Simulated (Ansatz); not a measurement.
Values for one crystal, relaxed and computed with the program Ansatz at the r²SCAN level (PAW); other levels are named.

| Quantity | Result |
|---|---|
| Volume per atom | 21.08 Å³ |
| Electronic character | no gap, with almost no states at the Fermi level (zero-gap or semimetallic) |
| Gap with spin–orbit coupling | none (metallic) |
| Bulk modulus (Birch–Murnaghan fit) | 681 kbar |
| Density of states at the Fermi level | 0.00 states/eV per atom (mean over ±0.08 eV) |
| Pressure derivative B′ | 4.7 |

### Question
Pick the material that matches.
A) TaAs, CsCl type
B) BAs, rock salt
C) NbAs, CsCl type
D) GaAs, Pa-3 (Ga on 8c, As on 8c)

### Answer
D, GaAs, Pa-3 (Ga on 8c, As on 8c)

The first step of the workflow began from a Materials Project structure, measured or hypothetical; the Crystallography Open Database copy checked does not list it. It is not the phase usual at ambient conditions (space group No. 216). Symmetry was held in the r²SCAN relaxation; its stability against distortions is not shown here. Scalar-relativistic: spin–orbit coupling is off unless named, which matters more the heavier the elements.

Potentials: the later of the program's two PAW sets.
